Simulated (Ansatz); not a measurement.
TaAl (rock salt, Fm-3m) under volume change, r²SCAN (plane waves, PAW; program Ansatz), scaled uniformly.

```
V (Å³/atom)  E − E(relaxed) (meV/atom)  P (GPa)
-----------  -------------------------  -------
16.504                               ?        ?
17.049                            28.8     8.93
17.593                             6.8     4.13
18.137                             0.0     0.00
18.681                             6.2    -3.56
19.225                               ?        ?
19.769                            50.8    -9.29
```

Task: Fill in the missing entries.

Result: 
- 19.225, E − E(relaxed) (meV/atom): 23.6
- 19.225, P (GPa): -6.63
- 16.504, E − E(relaxed) (meV/atom): 68.3
- 16.504, P (GPa): 14.50

Task: What does a third-order Birch–Murnaghan fit give for V₀, B₀ and B′?

Result: V₀ = 18.14 Å³/atom, B₀ = 128 GPa, B′ = 3.9.

The start of the workflow was typed in or built on a structure type; neither database checked (COD, Materials Project) lists it. Whether it is the stable phase at ambient conditions was not checked. The cell was relaxed with r²SCAN under the symmetry of its start. At this level the phase is mechanically unstable. The run is not spin-polarised. Its formation energy is positive at this level, so the cell may be metastable or incomplete. Spin–orbit coupling is left out wherever it is not named.

Potentials: the later of the program's two PAW sets.
